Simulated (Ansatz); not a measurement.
Here is the system:

Ge:
```xyz
8
Lattice="0.0000 6.4581 6.4581 6.4581 0.0000 6.4581 6.4581 6.4581 0.0000" Properties=species:S:1:pos:R:3 pbc="T T T"
Ge     5.5334     7.3829     5.5334
Ge     8.7624    10.6119    10.6119
Ge     5.5334     5.5334     7.3829
Ge    10.6119     8.7624    10.6119
Ge     7.3829     7.3829     7.3829
Ge     8.7624     8.7624     8.7624
Ge     7.3829     5.5334     5.5334
Ge    10.6119    10.6119     8.7624
```

This is the PBE-relaxed structure.

### Question
All from PBE (plane waves, PAW; program Ansatz), unless another level is named. Give the electronic character.

### Answer
metallic (no gap).

### Question
Predict the density of states at the Fermi level.

### Answer
0.46 states/eV per atom (mean over ±0.08 eV).

### Question
Next, the gap with spin–orbit coupling?

### Answer
none (metallic).

Space group Fd-3m. The start of the workflow was typed in or built on a structure type. Its sites differ from those of the usual phase in this space group: another stacking or structure type. The PBE relaxation kept the symmetry of its start; whether a distortion lowers the energy is not shown. The volume moved by 55 % from the start of the relaxation. Scalar-relativistic: spin–orbit coupling is off unless named, which matters more the heavier the elements.

Potentials: the later of the program's two PAW sets.
